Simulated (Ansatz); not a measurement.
TlBiTe2:
```cif
data_Bi3Te6Tl3
_chemical_formula_sum 'Tl3 Bi3 Te6'
_space_group_name_H-M_alt 'R-3m :H'
_space_group_IT_number 166
_space_group_name_Hall '-R 3 2"'
_cell_length_a 4.50016
_cell_length_b 4.50016
_cell_length_c 23.08649
_cell_angle_alpha 90.000
_cell_angle_beta 90.000
_cell_angle_gamma 120.000
loop_
_atom_site_label
_atom_site_type_symbol
_atom_site_symmetry_multiplicity
_atom_site_Wyckoff_symbol
_atom_site_fract_x
_atom_site_fract_y
_atom_site_fract_z
_atom_site_occupancy
Tl1 Tl 3 b 0.00000 0.00000 0.50000 1
Bi1 Bi 3 a 0.00000 0.00000 0.00000 1
Te1 Te 6 c 0.00000 0.00000 0.25699 1
```
(The calculation used a cell of 4 atoms; values per cell refer to that cell.)

Relaxed with PBEsol. PBEsol in the plane-wave PAW code Ansatz gives a gap of 0.18 eV.

**Question.** What gap does HSE06 give on the same cell (Ansatz, PAW)?

**Answer.** 0.55 eV, 0.37 eV more. The hybrid was solved on a coarser mesh and at special points; the gap given is the minimum over both.

Cost on shared cores: the PBEsol run (SCF on a 7×7×7 mesh, then bands and DOS) roughly 100 core-seconds, the HSE06 run (SCF on 5×5×5, then a few points) roughly 6 core-minutes; the tasks are unlike.

The workflow started from a Materials Project entry (that database holds measured and hypothetical structures alike); the Crystallography Open Database files this formula in space group No. 166, but the cells were not matched. Whether it is the stable phase at ambient conditions was not checked. The PBEsol relaxation kept the symmetry of its start; its stability against distortions is not shown here. Spin–orbit coupling is left out wherever it is not named.

Potentials: the later of the program's two PAW sets.
